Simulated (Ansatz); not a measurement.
The elements of this relaxed trial crystal are hidden behind letters.

```
lattice vectors (Å)
   0.0000    4.0351    4.0351
   4.0351    0.0000    4.0351
   4.0351    4.0351    0.0000
fractional positions
X 0.6250 0.1250 0.6250
X 0.6250 0.6250 0.1250
X 0.1250 0.6250 0.6250
X 0.6250 0.6250 0.6250
Z 0.2500 0.2500 0.2500
Z 0.0000 0.0000 0.0000
```

All numbers below come from Ansatz, DFT PBE, scalar-relativistic, plane waves, PAW. The final run on the 6-atom cell used 420 eV, a Γ-centred 8×8×8 mesh, 0.02 eV smearing and no spin polarisation.

```
Space group                              : Fd-3m (No. 227)
Conventional cell                        : a = 8.070 Å
Volume per atom                          : 21.90 Å³
Density                                  : 6.49 g/cm³
Formation energy                         : +0.244 eV/atom
Gap on the 8×8×8 mesh of the 6-atom cell : 0.35 eV
```

Energies are uncorrected and count from the elements' standard states at the same level.

Q: X is a d-block element of period 5 and Z is a p-block element of period 3. Which elements are they?

A: X = Cd, Z = S, so the formula is Cd2S. Density times volume gives a mean mass of 6.49 × 21.90/1.6605 = 85.6 u per atom, and this set has 85.6 u. Among the elements that the hints allow, noble gases aside, only these give it. Cd is surrounded by 6 Cd at 2.85 Å and 6 S at 3.35 Å; around S lie 12 Cd at 3.35 Å and 4 S at 3.49 Å.

Kohn–Sham gaps at this level usually fall short of measured ones. Symmetry constrained the relaxation, so the result can be a saddle point.
